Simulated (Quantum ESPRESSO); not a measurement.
# WCuLi4RuTa: one composition in several site orders

Computed values, not a measurement. The program is pw.x of Quantum ESPRESSO 7.5 (plane-wave density functional theory). The cell is made up: eight metal atoms on a hexagonal close-packed lattice, with elements, volume, strain and displacements drawn at random and not relaxed, so it may be unstable or far from any real phase. PseudoDojo standard norm-conserving files set the functional (PBE unless stated); there is no spin polarisation or spin-orbit coupling, the Fermi-Dirac width of 0.25 eV means electrons at about 2900 K, and the masses in the input are unused placeholders. The copper pseudopotential is less sure than most, with forces differing by about three percent and pressure by about two GPa from a second method on plain copper. Heavy elements are run without spin-orbit coupling, which real alloys of them have. A spin test at this wide smearing found no moment, but such smearing suppresses magnetism that the real alloy may have.

The runs put one composition on the sites in different orders. Cell, positions, cutoff, mesh and smearing stay as in the input of run 1; sites are counted in its order. Stress in the tables is positive in tension.

Input of run 1:

```
&control calculation='scf', pseudo_dir='./dojo.nc.sr.pbe.v0_5.standard.upf', outdir='./o', disk_io='minimal', tprnfor=.true., tstress=.true. /
&system ibrav=0, nat=8, ntyp=5, nbnd=49, ecutwfc=92.02030273, nosym=.true., tot_charge=0,
 occupations='smearing', smearing='fd', degauss=0.0183746611
/
&electrons conv_thr=1.470e-08, electron_maxstep=70, mixing_beta=0.5 /
ATOMIC_SPECIES
Cu 1.0 Cu.upf
Li 1.0 Li.upf
Ru 1.0 Ru.upf
Ta 1.0 Ta.upf
W 1.0 W.upf
CELL_PARAMETERS angstrom
-2.7814 -0.0006 -0.0016
-0.0027 0.0089 -4.7616
-0.0022 -9.9993 0.0188
ATOMIC_POSITIONS angstrom
W -0.0219 0.0135 -0.0739
Cu -0.0657 -4.9449 0.0827
Li -0.0397 -3.1824 -2.4237
Li -0.0644 -8.3648 -2.4108
Li -1.3115 -2.5387 -0.0466
Ru -1.2934 -7.5916 0.0052
Li -1.3711 -0.7042 -2.4258
Ta -1.4409 -5.7415 -2.3189
K_POINTS automatic
8 5 3 1 1 1
```

| run | elements on sites 1 to 8 | free energy less that of run 1 (eV) | -TS (eV) | pressure (GPa) | stress xx (GPa) | stress yy (GPa) | stress zz (GPa) | stress yz (GPa) | stress xz (GPa) | stress xy (GPa) | iterations |
| --- | --- | --- | --- | --- | --- | --- | --- | --- | --- | --- | --- |
| 1 | W Cu Li Li Li Ru Li Ta | 0.000 | -1.344 | -9.57 | 11.68 | 8.76 | 8.27 | 0.14 | -0.05 | -0.20 | 19 |
| 2 | Li W Ru Li Cu Ta Li Li | 0.381 | -1.275 | -9.42 | 12.18 | 9.76 | 6.31 | 0.78 | -0.03 | 0.95 | 18 |
| 3 | Li Li Li W Cu Li Ru Ta | 0.535 | -1.339 | -7.89 | 11.09 | 11.84 | 0.75 | 0.48 | -0.04 | 0.75 | 19 |
| 4 | W Ta Li Li Ru Li Cu Li | 0.355 | -1.410 | -8.07 | 11.88 | 9.09 | 3.25 | -0.53 | 0.02 | -0.01 | 19 |
| 5 | Li Li Li Li W Ru Cu Ta | 1.724 | -1.336 | -11.07 | 14.32 | 8.87 | 10.03 | 0.04 | -0.01 | 0.51 | 21 |
| 6 | Ta Li Li Li W Cu Li Ru | 1.414 | -1.476 | -8.24 | 14.26 | 9.11 | 1.35 | 0.10 | -0.02 | 0.88 | 20 |

Forces Fx Fy Fz (eV/Å):

| site | run 1 | run 2 | run 3 | run 4 | run 5 | run 6 |
| --- | --- | --- | --- | --- | --- | --- |
| 1 | 0.07 1.41 0.20 | 0.17 -0.89 0.06 | 0.08 -0.53 0.09 | 0.09 -2.43 0.11 | 0.15 0.01 0.05 | 0.22 -0.91 0.22 |
| 2 | 0.08 -0.46 -0.08 | 0.19 0.80 -0.01 | 0.10 0.35 -0.11 | 0.00 1.42 -0.36 | 0.17 -0.34 -0.11 | 0.16 -0.80 -0.05 |
| 3 | 0.05 0.02 0.02 | 0.13 -1.33 -0.09 | 0.09 0.50 0.03 | 0.10 0.39 0.16 | 0.18 0.31 0.01 | 0.19 -0.34 0.04 |
| 4 | 0.12 0.08 0.04 | 0.28 0.19 0.12 | 0.07 -0.12 0.17 | 0.07 -0.12 0.00 | 0.15 -0.10 0.05 | 0.07 0.84 0.00 |
| 5 | -0.14 -0.30 0.00 | -0.26 -0.30 -0.01 | -0.14 0.45 -0.01 | 0.07 0.45 0.11 | -0.32 0.45 -0.04 | -0.31 1.57 -0.07 |
| 6 | -0.04 0.21 -0.15 | -0.39 1.99 0.01 | -0.20 0.29 -0.07 | -0.23 0.34 -0.04 | -0.20 2.02 -0.14 | -0.22 0.34 -0.06 |
| 7 | -0.11 -0.01 -0.13 | -0.08 -0.54 -0.07 | 0.05 0.90 -0.08 | -0.06 0.07 -0.08 | -0.08 -0.96 -0.04 | -0.11 -0.67 -0.15 |
| 8 | -0.04 -0.96 0.10 | -0.05 0.09 0.00 | -0.06 -1.85 -0.03 | -0.04 -0.12 0.10 | -0.06 -1.38 0.21 | 0.01 -0.02 0.08 |

The sites are displaced and not relaxed, so the energy differences mix bonding between neighbours with strain and are not ordering energies. A rerun of one cell of this series at a higher cutoff and on a denser mesh moved values by no more than 0.011 eV in energy, 0.14 GPa in stress and 0.006 eV/Å in force, and a second program with other atomic files agreed on that cell to 2 % rms in force and 0.5 GPa in pressure.